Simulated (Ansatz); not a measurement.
TiGa2:
```yaml
crystal:
  lattice:
    - [0.00000, 3.95724, 4.60633]
    - [2.65143, 0.00000, 4.60633]
    - [2.65143, 3.95724, 0.00000]
  atoms:
    - { symbol: Ga, position: [0.08713, 0.41287, 0.08713] }
    - { symbol: Ga, position: [0.41287, 0.08713, 0.41287] }
    - { symbol: Ga, position: [0.16287, 0.83713, 0.16287] }
    - { symbol: Ga, position: [0.83713, 0.16287, 0.83713] }
    - { symbol: Ti, position: [0.75000, 0.75000, 0.75000] }
    - { symbol: Ti, position: [0.50000, 0.50000, 0.50000] }
```

Relaxed with r²SCAN.

**Question.** Give the Bader charges and basin volumes of the independent atoms, the program Ansatz at the r²SCAN level (PAW).

**Answer.** 

| atom | Bader charge (e) | Bader volume (Å³) |
|---|---|---|
| Ga1 | -0.59 | 18.3 |
| Ti5 | +1.18 | 11.7 |

Space group Fddd. The start of the workflow was typed in or built on a structure type; neither database checked (COD, Materials Project) lists it. Its standing as an ambient phase is unchecked. The cell was relaxed with r²SCAN under the symmetry of its start; whether a distortion lowers the energy is not shown. The run is not spin-polarised.

Potentials: the later of the program's two PAW sets.
